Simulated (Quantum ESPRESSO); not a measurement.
Kohn-Sham bands of TaSe2 (R-3m)

```
CELL_PARAMETERS angstrom
     -1.75440     3.03871     0.00000
     -3.50880     0.00000     0.00000
     -1.75440     1.01290     6.64566
ATOMIC_POSITIONS crystal
  Ta 0.00000 0.00000 0.00000
  Se 0.74837 0.74837 0.75489
  Se 0.25163 0.25163 0.24511
```

Structure: Materials Project mp-567724, symmetrised, not relaxed again. COD (Crystallography Open Database) has the formula in 5 space groups, this one among them (matched by group alone). Computed values, not measurements, from PBEsol: Quantum ESPRESSO (norm-conserving PseudoDojo potentials, cutoff 69 Ry, spinors with spin-orbit coupling) on a Γ-centred 6×6×6 mesh, then Wannier90. Density: 10×10×10 mesh, cold smearing 0.01 Ry. The cell is built of weakly bound layers, chains or molecules, whose nearest atoms lie 3.95 Å apart. Database cells relaxed without dispersion often hold them too far apart, which can enlarge gaps and weakens couplings between them; spacing and stacking were not compared with the measured crystal.

Q: List the Kohn-Sham levels between −8 and 3.0 eV relative to the Fermi level at the high-symmetry points, as a band run of pw.x on that density gives them (levels within 2 meV counted together).

A: 
| point | k (reciprocal lattice) | levels (eV) |
|---|---|---|
| Γ | 0.000 0.000 0.000 | -6.30 (×2), -3.20 (×2), -3.18 (×2), -1.39 (×2), -0.22 (×2), -0.13 (×2), 0.11 (×2), 0.19 (×2), 0.33 (×2) |
| T | 0.000 0.000 0.500 | -5.49 (×2), -3.18 (×2), -3.17 (×2), -3.16 (×2), -0.36 (×2), 0.01 (×2), 0.11 (×2), 0.21 (×2), 0.77 (×2) |
| H_2 | -0.318 -0.636 0.182 | -5.27 (×2), -4.93 (×2), -4.65 (×2), -3.67 (×2), -3.19 (×2), -2.88 (×2), 1.11 (×2), 1.29 (×2), 1.86 (×2) |
| H_0 | -0.364 -0.682 -0.182 | -5.27 (×2), -4.93 (×2), -4.65 (×2), -3.67 (×2), -3.19 (×2), -2.88 (×2), 1.11 (×2), 1.29 (×2), 1.86 (×2) |
| L | 0.000 -0.500 0.000 | -6.25 (×2), -4.62 (×2), -4.20 (×2), -3.35 (×2), -2.65 (×2), -1.42 (×2), -0.87 (×2), 2.08 (×2), 2.69 (×2) |
| S_0 | -0.341 -0.682 -0.341 | -5.24 (×2), -4.87 (×2), -4.76 (×2), -3.60 (×2), -3.26 (×2), -2.91 (×2), 1.12 (×2), 1.39 (×2), 1.77 (×2) |
| S_2 | -0.341 -0.659 0.000 | -5.24 (×2), -4.87 (×2), -4.76 (×2), -3.60 (×2), -3.26 (×2), -2.91 (×2), 1.12 (×2), 1.39 (×2), 1.77 (×2) |
| F | -0.500 -0.500 0.000 | -6.42 (×2), -4.74 (×2), -3.63 (×2), -3.27 (×2), -2.55 (×2), -1.57 (×2), -1.11 (×2), 2.08 (×2), 2.66 (×2) |
